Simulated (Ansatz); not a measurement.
# Electric field gradients in K₃BeF₅

The cell is a structure deposited in the COD, ions relaxed with PBE at fixed cell.

```xyz
36
Lattice="7.1785 0.0000 0.0000 0.0000 7.1785 0.0000 0.0000 0.0000 10.7420" Properties=species:S:1:pos:R:3 pbc="T T T"
K     0.0000    3.5892    0.0034
K     3.5892    0.0000    5.3676
K     3.5892    0.0000   10.7386
K     0.0000    3.5892    5.3744
K     1.2920    1.2920    2.6855
K     2.2972    4.8813    2.6855
K     5.8865    5.8865    2.6855
K     4.8813    2.2972    2.6855
K     2.2972    2.2972    8.0565
K     1.2920    5.8865    8.0565
K     4.8813    4.8813    8.0565
K     5.8865    1.2920    8.0565
Be    0.0000    0.0000    0.0000
Be    3.5892    3.5892    0.0000
Be    3.5892    3.5892    5.3710
Be    0.0000    0.0000    5.3710
F     0.0000    3.5892    2.6861
F     3.5892    0.0000    2.6849
F     3.5892    0.0000    8.0559
F     0.0000    3.5892    8.0571
F     0.8933    6.2862    0.9216
F     4.4816    4.4825    0.9216
F     6.2852    0.8923    0.9216
F     2.6969    2.6960    0.9216
F     4.4825    4.4816    4.4494
F     0.8923    6.2852    4.4494
F     2.6960    2.6969    4.4494
F     6.2862    0.8933    4.4494
F     2.6960    4.4816    9.8204
F     6.2862    6.2852    9.8204
F     4.4825    2.6969    9.8204
F     0.8923    0.8933    9.8204
F     6.2852    6.2862    6.2926
F     2.6969    4.4825    6.2926
F     0.8933    0.8923    6.2926
F     4.4816    2.6960    6.2926
```

Atoms are numbered from 1 in the order listed; like atoms form one site, named after its first atom.

Computed with Ansatz: DFT, PBE, plane waves and PAW, scalar-relativistic, 420 eV cutoff, Γ-centred 3×3×2 k-points, Fermi–Dirac smearing 0.02 eV.

V_zz is the principal component of the electric field gradient with the largest magnitude, η = (V_xx − V_yy)/V_zz and C_Q = eQV_zz/h.

41K: I = 3/2, Q = 73.40 mb; ⁹Be: I = 3/2, Q = 52.88 mb. Nuclear quadrupole moments: year-2017 set (Pyykkö).

```
site    atoms (order as listed)                              first shell  V_xx, V_yy, V_zz (10²¹ V/m²)     η  C_Q (MHz)
  K1                 1, 2, 3, 4                      10 F at 2.68–2.99 Å             1.01, 1.01, -2.01  0.00      -3.57
  K5       5, 6, 7, 8, 9, 10, …                       8 F at 2.64–2.84 Å             0.40, 1.44, -1.84  0.57      -3.26
  Be             13, 14, 15, 16                            4 F at 1.56 Å          0.012, 0.012, -0.024  0.00     -0.030
 F17             17, 18, 19, 20                       6 K at 2.64–2.69 Å            -0.19, -0.19, 0.39  0.00          –
 F21  21, 22, 23, 24, 25, 26, …  1 Be at 1.56 Å; also 5 K at 2.66–2.99 Å            -2.28, -2.90, 5.17  0.12          –
```

An axis of threefold or higher order runs through K1, Be and F17, so V_zz lies along it and η is zero. At F21 V_zz points along its bond to Be (within 2°).

F has no stable isotope with a ground-state quadrupole moment in the table, so no C_Q is given.

The relaxation (5 steps) took 2.8 min of wall time (2.8 min of CPU time) and 1.1 GiB at its peak, on 1 thread of Arm Neoverse V1 (aarch64; 8 cores open to the job, memory cap 3.0 GiB, no GPU), a shared host with a load of 0.7 a core.
